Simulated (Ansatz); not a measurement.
CrN:
```
CELL_PARAMETERS angstrom
      1.49208     0.86145     4.62481
     -1.49208     0.86145     4.62481
      0.00000    -1.72290     4.62481
ATOMIC_POSITIONS crystal
  Cr 0.00000 0.00000 0.00000
  N  0.25000 0.25000 0.25000
  Cr 0.50000 0.50000 0.50000
  N  0.75000 0.75000 0.75000
```
The run is spin-polarised; directions of the spins, atom by atom: ↑ 0 ↓ 0.

Relaxed with r²SCAN.

Task: Give the Bader charges and basin volumes of the independent atoms, the program Ansatz at the r²SCAN level (PAW).

Result: 

```tsv
atom	Bader charge (e)	Bader volume (Å³)
Cr1	+1.61	7.6
N2	-1.61	10.2
```

Space group R-3m. The cell is a constructed one: a structure type filled with these elements; the Crystallography Open Database copy checked does not list it. COD files the formula under space group No. 225. Its standing as an ambient phase is unchecked. Symmetry was held in the r²SCAN relaxation, as lowered by the spin order; whether a distortion lowers the energy is not shown. Spin order of the final state: antiferromagnetic, chosen from 3 collinear starts compared on coarse meshes (ties went to the first, and starts can fall back to one state), not a proven ground state. Other orbital occupations within this spin state were not tried. No Hubbard U is applied.

Potentials: the later of the program's two PAW sets.
